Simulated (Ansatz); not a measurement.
Values for one crystal, relaxed and computed with plane-wave PAW PBEsol (Ansatz code); other levels are named.

| Quantity | Result |
|---|---|
| Volume per atom | 28.46 Å³ |
| Electronic character | metallic (no gap) |
| Bulk modulus (Birch–Murnaghan fit) | 52.0 GPa |
| Density of states at the Fermi level | 0.30 states/eV per atom (mean over ±0.08 eV) |
| Pressure derivative B′ | 5.0 |
| Formation energy from the elements (no fitted shifts) | -0.22 eV/atom |

Which of these materials gives this?
A. In3SbTe2, Immm (In on 2a, In on 4i, Sb on 2d, Te on 4j)
B. CrO2, rutile
C. FeSb2, Pnnm (Fe on 2a, Sb on 4g)
D. InGaAs2, R3m (In on 3a, Ga on 3a, As on 3a, As on 3a)

A, In3SbTe2, Immm (In on 2a, In on 4i, Sb on 2d, Te on 4j)

The first step of the workflow began from a Materials Project structure, measured or hypothetical; the Crystallography Open Database copy checked does not list it. Its standing as an ambient phase is unchecked. Symmetry was held in the PBEsol relaxation; whether a distortion lowers the energy is not shown. The references are the lowest solids computed at this level, not always the standard phases. Spin–orbit coupling is left out wherever it is not named.

Potentials: the later of the program's two PAW sets.
